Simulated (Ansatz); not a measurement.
CaO:
```
CELL_PARAMETERS angstrom
      0.00000     2.39770     2.39770
      2.39770     0.00000     2.39770
      2.39770     2.39770     0.00000
ATOMIC_POSITIONS crystal
  Ca 0.00000 0.00000 0.00000
  O  0.50000 0.50000 0.50000
```

Relaxed with r²SCAN.

Task: Map the valence electron density (e/Å³), cut off at 3 on the plane through (0.000, 0.000, 0.000) spanned by u = [1, 0, 0] and v = [0, 1, -1] in lattice vectors, from DFT-r²SCAN in the program Ansatz with PAW potentials.

Result: x is the fraction of u, y of v (the angle between them is 90°; rows are the nearest grid lines); atoms in the plane: Ca at (0.00, 0.00), O at (0.50, 0.50).
```
|@@@@-        -@@@@|
|@@@%-        -%@@@|
|@@@+:        :+@@@|
|@%+:.        .:+%@|
|--:.   ....   .:--|
|     ..:--:..     |
|     .-*@@*-.     |
|    .:*@@@@*:.    |
|    .-@@@@@@-.    |
|    .-@@@@@@-.    |
|    .:*@@@@*:.    |
|     .-*@@*-.     |
|     ..:--:..     |
|--:.   ....   .:--|
|@%+:.        .:+%@|
|@@@+:        :+@@@|
|@@@%-        -%@@@|
|@@@@-        -@@@@|
```
Scale: ten equal steps from 0.065 (start of ' ') to 3.00 (end of '@'), in the order ' .:-=+*#%@'; x runs from 0.000 to 1.00, y from 0.000 (bottom) to 1.00 (top).

The density is the valence pseudo-density with augmentation charge, so density and ELF within about 1 Å of a nucleus are not all-electron values.

Space group Fm-3m (rock salt). Symmetry was held in the r²SCAN relaxation; phonons on a q-mesh show no instability.

Potentials: the earlier of the program's two PAW sets.
